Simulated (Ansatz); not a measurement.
Theory: DFT PBE, scalar-relativistic, plane waves, PAW (Ansatz). All cells share a 420 eV cutoff and Γ-centred k meshes spaced at most about 0.3 Å⁻¹ (about 0.25 or finer for metals, 2π included). No spin polarisation in the final relaxations.

Temperature and zero-point effects are left out.

Compare these two cells of Zr3TiC4, each relaxed at this level.

1. Space group Cmmm (No. 65), orthorhombic, a = 6.538 Å, b = 9.243 Å, c = 3.276 Å. Zr on a site of symmetry mmm has 6 C at 2.36 Å, 2 Ti at 3.27 Å and 10 Zr at 3.27–3.28 Å; around Zr on a site of symmetry 2/m lie 6 C at 2.31 Å, 8 Zr at 3.27–3.28 Å and 4 Ti at 3.27 Å; Ti has 6 C at 2.27 Å, 10 Zr at 3.27 Å and 2 Ti at 3.28 Å; C on a site of symmetry m2m is surrounded by 1 Ti at 2.27 Å and 5 Zr at 2.31–2.36 Å; C on a site of symmetry 2mm has 2 Ti at 2.27 Å and 4 Zr at 2.31–2.36 Å.

2. Space group Pmmm (No. 47), orthorhombic, a = 3.271 Å, b = 4.633 Å, c = 6.538 Å. Zr on a site of symmetry mm2 has 6 C at 2.29–2.33 Å, 8 Zr at 3.21–3.32 Å and 4 Ti at 3.26 Å; Zr on a site of symmetry mmm is surrounded by 6 C at 2.32–2.36 Å, 2 Ti at 3.27 Å and 10 Zr at 3.27–3.29 Å; around Ti lie 6 C at 2.26–2.32 Å, 10 Zr at 3.26–3.27 Å and 2 Ti at 3.27 Å; C on a site of symmetry mm2 is surrounded by 2 Ti at 2.26 Å and 4 Zr at 2.32–2.36 Å; C on a site of symmetry mmm is surrounded by 6 Zr at 2.32–2.33 Å; 1 more site not described.

Problem. Which placement of the atoms is lower in energy, and by how much?

Solution. They are level within the accuracy (3 meV/atom apart, with cell 1 the lower in these runs). The two share one framework of sites and differ in which element sits where. Cell 1 has Zr and Ti ordered on rock salt sites, space group Cmmm (No. 65), 12.4 Å³/atom and no gap on its mesh; cell 2 has Zr and Ti ordered on rock salt sites, space group Pmmm (No. 47), 12.4 Å³/atom and no gap. Counting C atoms around Ti and Zr (those within 1.25 times the shortest such distance or 1.15 times the sum of covalent radii, 1.27 where that leaves under three), cell 1 and cell 2 both have Zr 6, Ti 6. Both come from invented guesses.

For metals, differences of a few meV/atom aren't resolved.
